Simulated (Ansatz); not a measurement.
# Equation of state of ZrOs3 under PBE

```
CELL_PARAMETERS angstrom
3.99659 0.00000 0.00000
0.00000 3.99659 0.00000
0.00000 0.00000 3.99659
ATOMIC_POSITIONS crystal
Os 0.00000 0.50000 0.50000
Os 0.50000 0.00000 0.50000
Os 0.50000 0.50000 0.00000
Zr 0.00000 0.00000 0.00000
```

The cell comes from a database or a generator and needn't be the stable form of this composition.

The cell was scaled at fixed shape and fractions and run with Ansatz, Ansatz PAW, cutoff 420 eV; PBE, k mesh 7 × 7 × 7 on the cell of 4 atoms, fermi-dirac occupations of 0.05 eV, no spin polarisation, no spin-orbit coupling. Energies are those that the program minimises, any entropy of the smearing included. For a metal such a mesh isn't converged to the digits shown.

```csv
V (Å³/atom),energy over the lowest row (meV/atom)
15.0015,40.67
15.3207,?
15.6399,1.25
15.9591,0.00
16.2783,9.34
16.5974,28.18
16.9166,55.49
```

Task: Fit the third-order Birch-Murnaghan form, give V0, B0 and B′, and predict the energy left open.

Result: With y = (V0/V)^(2/3), E = E0 + (9 V0 B0/16) [(y - 1)³ B′ + (y - 1)² (6 - 4y)]. Least squares through the rows shown give V0 = 15.8338 Å³/atom, E0 = -0.84 meV, B0 = 275.3 GPa (1 eV/Å³ = 160.218 GPa) and B′ = 4.51, with a largest miss of 0.01 meV. At V = 15.3207 the form with these constants gives 14.34 meV; the run gave 14.35 meV an atom.
